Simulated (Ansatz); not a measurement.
La6Mg23Si in space group Fm-3m (No. 225; Pearson symbol cF120), PBE in the plane-wave PAW code Ansatz, all energies at zero smearing, with the estimated change up to a 700 eV cutoff added, with one set of potentials and settings (totals compare only within such a set). Cell of 30 atoms (6 La, 23 Mg, 1 Si): -82388.681 eV.

```csv
element,reference phase,E (eV/atom)
La,"P6_3/mmc, 4 atoms in the cell",-6250.0953
Mg,"P6_3/mmc, 2 atoms in the cell",-1923.8026
Si,"Fd-3m, 2 atoms in the cell",-635.8096
```

Formation energy per atom, worked out: (-82388.681 − 6×(-6250.0953) − 23×(-1923.8026) − 1×(-635.8096))/30 = -0.161 eV/atom (-16 kJ per mol of atoms), at 0 K, without zero-point energy or fitted corrections.

The first step of the workflow began from a Materials Project structure, measured or hypothetical; the Crystallography Open Database copy checked does not list it. Its standing as an ambient phase is unchecked. The cell was relaxed with PBE under the symmetry of its start; whether a distortion lowers the energy is not shown. The references are the lowest solids computed at this level, not always the standard phases. Spin–orbit coupling is left out wherever it is not named.

Potentials: the later of the program's two PAW sets.
